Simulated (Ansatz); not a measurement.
Consider the following.

SiSn (CsCl type, space group No. 221), a = b = c = 3.4439 Å, α = β = γ = 90.00°.

This is the PBEsol-relaxed structure.

**Question.** All from the program Ansatz at the PBEsol level (PAW), unless another level is named. Give the electronic character.

**Answer.** metallic (no gap).

**Question.** What about the formation energy from the elements (no fitted shifts)?

**Answer.** 0.39 eV/atom.

**Question.** Next, the density of states at the Fermi level?

**Answer.** 0.54 states/eV per atom (mean over ±0.08 eV).

**Question.** And the gap with spin–orbit coupling?

**Answer.** none (metallic).

Space group Pm-3m (CsCl type). The cell is a constructed one: a structure type filled with these elements; neither database checked (COD, Materials Project) lists it. Its standing as an ambient phase is unchecked. The cell was relaxed with PBEsol under the symmetry of its start. At this level the phase is mechanically unstable. The references are the lowest solids computed at this level, not always the standard phases. Spin–orbit coupling is left out wherever it is not named.

Potentials: the later of the program's two PAW sets.
